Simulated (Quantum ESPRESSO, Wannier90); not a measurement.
# Wannierisation of Nb (bcc (W type))

Materials Project entry mp-75; symmetrised, unrelaxed at this level. This is the element's usual structure. Computed values, not measurements, from PBEsol: Quantum ESPRESSO (norm-conserving PseudoDojo potentials, cutoff 66 Ry, no spin polarisation, no spin-orbit coupling) on a Γ-centred 10×10×10 mesh, then Wannier90. Density: 18×18×18 mesh, cold smearing 0.01 Ry.

Input w.win:

```
num_bands = 17
num_wann = 9
exclude_bands = 1-4
num_iter = 0
conv_tol = 1.0e-6
conv_window = 4
dis_num_iter = 1000
dis_conv_tol = 1.0e-6
dis_froz_max = 19.04
write_hr = true
write_u_matrices = true
begin projections
Nb: s;p;d
end projections
begin unit_cell_cart
ang
   -1.6588150000    1.6588150000    1.6588150000
    1.6588150000   -1.6588150000    1.6588150000
    1.6588150000    1.6588150000   -1.6588150000
end unit_cell_cart
begin atoms_frac
Nb   0.0000000000  0.0000000000  0.0000000000
end atoms_frac
mp_grid = 10 10 10
begin kpoints
0.0000000000 0.0000000000 0.0000000000
0.0000000000 0.0000000000 0.1000000000
0.0000000000 0.0000000000 0.2000000000
... (997 more lines: the 10x10x10 mesh through Gamma)
end kpoints
```

On the energy scale of pw.x, whose zero is arbitrary, the Fermi level lies at 17.54 eV. Lines of w_hr.dat (R1 R2 R3 m n Re Im, eV) for R = 0 and one of the shortest lattice vectors, rounded to 0.01 eV, lines under 0.02 eV left out; orbitals in order: Nb1 s, Nb1 pz, Nb1 px, Nb1 py, Nb1 dz2, Nb1 dxz, Nb1 dyz, Nb1 dx2-y2, Nb1 dxy.

```
    0    0    0    1    1    25.63     0.00
    0    0    0    2    2    31.29     0.00
    0    0    0    3    3    31.29     0.00
    0    0    0    4    4    31.29     0.00
    0    0    0    5    5    19.37     0.00
    0    0    0    6    6    19.72     0.00
    0    0    0    7    7    19.72     0.00
    0    0    0    8    8    19.37     0.00
    0    0    0    9    9    19.72     0.00
   -1   -1   -1    1    1    -1.17     0.00
   -1   -1   -1    2    1     1.09     0.00
   -1   -1   -1    3    1     1.09     0.00
   -1   -1   -1    4    1     1.09     0.00
   -1   -1   -1    6    1    -0.74     0.00
   -1   -1   -1    7    1    -0.74     0.00
   -1   -1   -1    9    1    -0.74     0.00
   -1   -1   -1    1    2    -1.09     0.00
   -1   -1   -1    2    2     0.70     0.00
   -1   -1   -1    3    2     0.96     0.00
   -1   -1   -1    4    2     0.96     0.00
   -1   -1   -1    5    2     0.29     0.00
   -1   -1   -1    6    2    -0.49     0.00
   -1   -1   -1    7    2    -0.49     0.00
   -1   -1   -1    9    2    -0.72     0.00
   -1   -1   -1    1    3    -1.09     0.00
   -1   -1   -1    2    3     0.96     0.00
   -1   -1   -1    3    3     0.70     0.00
   -1   -1   -1    4    3     0.96     0.00
   -1   -1   -1    5    3    -0.14     0.00
   -1   -1   -1    6    3    -0.49     0.00
   -1   -1   -1    7    3    -0.72     0.00
   -1   -1   -1    8    3     0.25     0.00
   -1   -1   -1    9    3    -0.49     0.00
   -1   -1   -1    1    4    -1.09     0.00
   -1   -1   -1    2    4     0.96     0.00
   -1   -1   -1    3    4     0.96     0.00
   -1   -1   -1    4    4     0.70     0.00
   -1   -1   -1    5    4    -0.14     0.00
   -1   -1   -1    6    4    -0.72     0.00
   -1   -1   -1    7    4    -0.49     0.00
   -1   -1   -1    8    4    -0.25     0.00
   -1   -1   -1    9    4    -0.49     0.00
   -1   -1   -1    2    5    -0.29     0.00
   -1   -1   -1    3    5     0.14     0.00
   -1   -1   -1    4    5     0.14     0.00
   -1   -1   -1    5    5     0.48     0.00
   -1   -1   -1    6    5     0.14     0.00
   -1   -1   -1    7    5     0.14     0.00
   -1   -1   -1    9    5    -0.27     0.00
   -1   -1   -1    1    6    -0.74     0.00
   -1   -1   -1    2    6     0.49     0.00
   -1   -1   -1    3    6     0.49     0.00
   -1   -1   -1    4    6     0.72     0.00
   -1   -1   -1    5    6     0.14     0.00
   -1   -1   -1    6    6    -0.31     0.00
   -1   -1   -1    7    6    -0.49     0.00
   -1   -1   -1    8    6     0.24     0.00
   -1   -1   -1    9    6    -0.49     0.00
   -1   -1   -1    1    7    -0.74     0.00
   -1   -1   -1    2    7     0.49     0.00
   -1   -1   -1    3    7     0.72     0.00
   -1   -1   -1    4    7     0.49     0.00
   -1   -1   -1    5    7     0.14     0.00
   -1   -1   -1    6    7    -0.49     0.00
   -1   -1   -1    7    7    -0.31     0.00
   -1   -1   -1    8    7    -0.24     0.00
   -1   -1   -1    9    7    -0.49     0.00
   -1   -1   -1    3    8    -0.25     0.00
   -1   -1   -1    4    8     0.25     0.00
   -1   -1   -1    6    8     0.24     0.00
   -1   -1   -1    7    8    -0.24     0.00
   -1   -1   -1    8    8     0.48     0.00
   -1   -1   -1    1    9    -0.74     0.00
   -1   -1   -1    2    9     0.72     0.00
   -1   -1   -1    3    9     0.49     0.00
   -1   -1   -1    4    9     0.49     0.00
   -1   -1   -1    5    9    -0.27     0.00
   -1   -1   -1    6    9    -0.49     0.00
   -1   -1   -1    7    9    -0.49     0.00
   -1   -1   -1    9    9    -0.31     0.00
```
